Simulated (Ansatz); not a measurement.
Relaxed-ion elastic tensor of ZrAg (rock salt, Fm-3m) in GPa (Voigt order), PBEsol in the plane-wave PAW code Ansatz; density 7.59 g/cm³, 21.77 Å³ per atom.

```
  204   51.6   51.6    0.0    0.0    0.0
 51.6    204   51.6    0.0    0.0    0.0
 51.6   51.6    204    0.0    0.0    0.0
  0.0    0.0    0.0  -21.2    0.0    0.0
  0.0    0.0    0.0    0.0  -21.2    0.0
  0.0    0.0    0.0    0.0    0.0  -21.2
```

### Question
Is the crystal mechanically stable?

### Answer
No: the smallest eigenvalue of C is -21.2 GPa.

The start of the workflow was typed in or built on a structure type; neither database checked (COD, Materials Project) lists it. COD files the formula under space group No. 129. Whether it is the stable phase at ambient conditions was not checked. The cell was relaxed with PBEsol under the symmetry of its start. At this level the phase is mechanically unstable. The run is not spin-polarised. Its formation energy is positive at this level, so the cell may be metastable or incomplete. As this level gives no gap, shear constants depend on the k-mesh and smearing (Fermi–Dirac, 0.1 eV here).

Potentials: the later of the program's two PAW sets.
